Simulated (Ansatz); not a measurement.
Relaxed Bi₂Se₃ (Bi2Te3 type, space group R-3m):

```xyz
5
Lattice="2.0722 1.1964 9.4827 -2.0722 1.1964 9.4827 0.0000 -2.3927 9.4827" Properties=species:S:1:pos:R:3 pbc="T T T"
Bi     0.0000     0.0000    11.4041
Bi     0.0000     0.0000    17.0439
Se     0.0000     0.0000     0.0000
Se     0.0000     0.0000     5.9889
Se     0.0000     0.0000    22.4591
```

Computed with PBE-D3(BJ) (plane waves to 420 eV, PAW, scalar-relativistic; Ansatz, a first-principles code). k mesh 8×8×8 (Γ-centred), Fermi-Dirac smearing 0.05 eV. Bi2Se3 was relaxed with its symmetry unable to fall. Spin-orbit coupling is left out, though Bi is heavy.

One atom of the cell was then moved (with its periodic images), all else fixed, and the forces (eV/Å) came out as:

| atom | Fx | Fy | Fz |
|---|---|---|---|
| Bi1 | -0.240 | -0.110 | 0.331 |
| Bi2 | 0.016 | -0.112 | -0.245 |
| Se3 | 0.854 | 0.852 | -0.095 |
| Se4 | -0.249 | -0.315 | -0.051 |
| Se5 | -0.382 | -0.316 | 0.060 |

Problem. Which atom was moved, and by which vector (Å)?

Solution. Se3, by (-0.26, -0.26, 0.00), 0.37 Å in all.

(A displaced cell: forces are minus the slopes of the energy, force constants its curvatures, and phonons follow from these.)
